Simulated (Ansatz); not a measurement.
# SnClF (P4/nmm), an elastic constant from a strain scan

Theory: DFT PBEsol, scalar-relativistic, plane waves, PAW in Ansatz. The runs took a 420 eV cutoff, a Γ-centred 8×8×4 mesh and Gaussian smearing (0.05 eV). No spin polarisation. Energies are free energies at this smearing, counted from the undisturbed cell; pressure is positive in compression.

The undisturbed cell (relaxed at this level; it needn't be the usual structure):

```
Sn Cl F
1.0
     3.97126    0.00000    0.00000
     0.00000    3.97126    0.00000
     0.00000    0.00000    7.24200
Sn Cl F
2 2 2
Cartesian
  0.0000 1.9856 5.7642
  1.9856 0.0000 1.4778
  1.9856 0.0000 4.7163
  0.0000 1.9856 2.5257
  1.9856 1.9856 0.0000
  0.0000 0.0000 0.0000
```

The cell is strained by ε times the Voigt pattern (0, 0, 1, 0, 0, 0) (xx, yy, zz, yz, xz, xy; engineering shear) with fractional coordinates fixed. The cell holds 6 atoms in V0 = 114.21 Å³. The stress column is τ = (1/V0) dE/dε, got from the stress tensor σ (compression positive) at each point as −det(1 + εP) σ : P(1 + εP)⁻¹, with P the pattern as a tensor.

```csv
ε,ΔE (meV/atom),τ (GPa)
-0.0400,8.222,-3.612
-0.0300,4.523,-2.624
-0.0200,1.971,-1.692
0.0000,0.000,0.015
0.0100,0.498,0.798
0.0300,4.150,2.245
0.0400,?,?
```

Question: Which combination of elastic constants does this scan measure, and how large is it?

Answer: For small ε, τ = τ0 + Kε with K = pᵀCp, which for this pattern is C33 in the Cartesian frame shown. The parabola through τ at ε = -0.0200, 0 and 0.0100 has slope K = 81 GPa at zero. The energies per cell, E = NΔE, of the same two points give K = 2[E(ε₊)/ε₊ − E(ε₋)/ε₋]/[(ε₊ − ε₋)V0] = 83 GPa, in agreement. These are clamped-ion values.

Question: Predict the withheld row at ε = 0.0400 from the harmonic law, and compare.

Answer: ΔE = V0(τ0 ε + Kε²/2)/N = 7.736 meV/atom and τ = 3.24 GPa. The calculation gives 7.214 meV/atom and 2.92 GPa: the energy lies 7 % below the harmonic value, as bonds soften when stretched.

Forces appear on the atoms along this scan, and letting them relax would lower the energy and soften the response.

Cost: 7 runs of about 2.4 core-minutes in all, on Intel Xeon Processor @ 2.50GHz (Skylake/Cascade Lake) (shared hosts).